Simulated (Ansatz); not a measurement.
# How the field gradients follow the size of the cell in Na2Se2O7

Reference cell: a Materials Project structure (computed, not necessarily an observed phase), ions relaxed with PBE at fixed cell.

Space group P-1 (No. 2); a = 6.9403, b = 6.9488, c = 7.0458 Å, α = 82.50°, β = 65.27°, γ = 82.05°.

| site | Wyckoff | site symmetry | x | y | z |
| --- | --- | --- | --- | --- | --- |
| Na1 | 2i | 1 | 0.2668 | 0.6463 | 0.6043 |
| Na3 | 2i | 1 | 0.7442 | 0.9259 | 0.7638 |
| Se5 | 2i | 1 | 0.7550 | 0.8635 | 0.2784 |
| Se7 | 2i | 1 | 0.2020 | 0.5963 | 0.1342 |
| O9 | 2i | 1 | 0.6334 | 0.9731 | 0.1336 |
| O11 | 2i | 1 | 0.6320 | 0.6926 | 0.4535 |
| O13 | 2i | 1 | 0.8424 | 0.0120 | 0.3826 |
| O15 | 2i | 1 | 0.2602 | 0.7311 | 0.2721 |
| O17 | 2i | 1 | 0.0991 | 0.3963 | 0.2649 |
| O19 | 2i | 1 | 0.3654 | 0.5753 | 0.8905 |
| O21 | 2i | 1 | 0.9830 | 0.7449 | 0.0802 |

One atom of each set is listed.

Method: Kohn–Sham DFT in Ansatz, PBE, plane waves and PAW, scalar-relativistic, 420 eV cutoff, Γ-centred 4×3×4 k-points, Fermi–Dirac smearing 0.02 eV.

The cell is scaled uniformly, and the ions keep their fractional positions. Five of the sites with a gradient are followed.

| V/V₀ | Na1 V_zz (η) | Na3 V_zz (η) | Se5 V_zz (η) | Se7 V_zz (η) | O9 V_zz (η) |
| --- | --- | --- | --- | --- | --- |
| 0.95 | -0.44 (0.52) | -0.92 (0.74) | 13.07 (0.06) | 16.75 (0.18) | 17.11 (0.21) |
| 0.96 | ? | ? | ? | ? | ? |
| 1.00 | -0.38 (0.61) | -0.82 (0.73) | 11.87 (0.05) | 15.15 (0.19) | 18.11 (0.21) |
| 1.01 | -0.37 (0.63) | -0.81 (0.73) | 11.64 (0.05) | 14.85 (0.19) | 18.30 (0.21) |
| 1.02 | -0.36 (0.65) | -0.79 (0.73) | 11.41 (0.05) | 14.55 (0.19) | 18.49 (0.21) |

(1) Fill in the row for V/V₀ = 0.96 (V_zz in 10²¹ V/m²).

Answers

(1) Na1: -0.43 (0.54), Na3: -0.90 (0.74), Se5: 12.83 (0.06), Se7: 16.42 (0.18), O9: 17.31 (0.21). Worked for O9: a power law through the other 4 rows, |V_zz| = 18.10 × (V/V₀)^1.10, gives 17.31 at V/V₀ = 0.96, against 17.31 from the run (-0.0 %). Logarithmic slopes d ln|V_zz|/d ln V over the series: Na1 -3.1, Na3 -2.1, Se5 -1.9, Se7 -2.0, O9 1.1. Point charges on a uniformly scaled lattice would give −1; charge that moves in the bonds makes the difference.

The atoms aren't relaxed in the scaled cells (forces up to 1.2 eV/Å): every bond scales with the cell, where a real crystal would keep its stiff bonds nearly fixed.
